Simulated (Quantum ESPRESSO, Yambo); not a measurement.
Cs$_{2}$CaH$_{4}$ (space group I4/mmm, No. 139): one geometry, one set of PBEsol (pw.x of Quantum ESPRESSO, ONCV potentials, without SOC) orbitals, self-energies from Yambo (4×4×4 Γ-centred k mesh, 164 bands and a 6 Ry block in the screening, 164 bands in G with the Bruneval-Gonze terminator, plasmon pole fitted at 27.2 eV).

| level | gap N → (0.25, -0.25, 0.25) (eV) | direct gap at N (eV) |
|---|---|---|
| PBEsol (Quantum ESPRESSO) | 2.83 | 2.85 |
| exchange only (Hartree-Fock self-energy on PBEsol orbitals) | [?] | [?] |
| static COHSEX@PBEsol | [?] | [?] |
| G0W0@PBEsol, plasmon pole | 5.14 | 5.17 |

**Question.** Some entries are withheld; supply them.

**Answer.** 
- exchange only (Hartree-Fock self-energy on PBEsol orbitals), gap N → (0.25, -0.25, 0.25) (eV): 10.50
- exchange only (Hartree-Fock self-energy on PBEsol orbitals), direct gap at N (eV): 10.55
- static COHSEX@PBEsol, gap N → (0.25, -0.25, 0.25) (eV): 6.09
- static COHSEX@PBEsol, direct gap at N (eV): 6.11

Bare exchange has no screening and gives the widest gap; static COHSEX screens it but leaves out the frequency dependence, which G0W0 restores.

Nearest settings tried, and what they do to the gap: 2 Ry block (55 vectors against 295): -258 meV. Not varied: bands in G, bands in W, mesh. So the settings aren't converged at that level.

Geometry of the Materials Project entry, not relaxed at this level; primitive cell a = 8.409 Å, b = 8.409 Å, c = 8.409 Å, α = 148.23°, β = 148.23°, γ = 45.54°.

The structure is a Materials Project entry; no match was found in the copy of COD used, and its stability was not checked.
